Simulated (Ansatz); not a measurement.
## Zr2Ir: do energies and stresses tell the same story?

These are results of Ansatz, DFT PBEsol, scalar-relativistic, plane waves, PAW, not measurements.

Cutoff 420 eV; k points 8×8×8 on the computed 6-atom cell (Γ-centred); Gaussian smearing, width 0.10 eV; no spin polarisation.

Relaxed cell: I4/mcm, a = 6.461 Å, b = 6.461 Å, c = 5.649 Å, α = 90.00°, β = 90.00°, γ = 90.00°, 6 atoms in the primitive cell. Whether it is the stable form of this composition wasn't checked.

Energies at zero smearing and pressures from the stress tensor, at volumes with shape and atoms relaxed:
```
V (Å³/atom) E − E(first) (meV/atom) P (GPa)
     17.296                     0.00    23.75
     17.885                   -73.16    16.25
     18.475                  -121.06     9.97
     19.064                  -147.72     4.64
     19.654                  -155.94     0.02
     20.244                  -148.68    -3.85
     20.833                  -128.67    -7.16
     21.619                   -83.77   -11.17
```

Check P = −dE/dV between neighbouring volumes, and get the bulk modulus from the pressures alone.

With 1 eV/Å³ = 160.2 GPa:
```csv
middle V (Å³/atom),−ΔE/ΔV (GPa),mean P (GPa)
17.590,19.880,19.998
18.180,13.014,13.107
18.770,7.246,7.305
19.359,2.234,2.334
19.949,-1.973,-1.913
20.539,-5.438,-5.508
21.226,-9.151,-9.169
```

The two differ by 0.12 GPa at most. The mean of two end pressures misses the average over a step by about ΔV² P″/12, up to 0.10 GPa here; with that taken off 0.11 GPa remains. The stress is the derivative of the free energy, not of the energy at zero smearing, and with free energies 0.05 GPa remains. Around V = 19.654 Å³/atom, the two neighbours give B = −V ΔP/ΔV = 19.654 × 8.49 / 1.179 = 141.6 GPa, against B0 = 140.2 GPa from the Birch–Murnaghan fit of the energies.

Spin–orbit coupling is left out, which can shift energies with elements as heavy as these.

Cost: 9 runs of about 17 core-minutes in all, on Arm Neoverse V1 (shared hosts).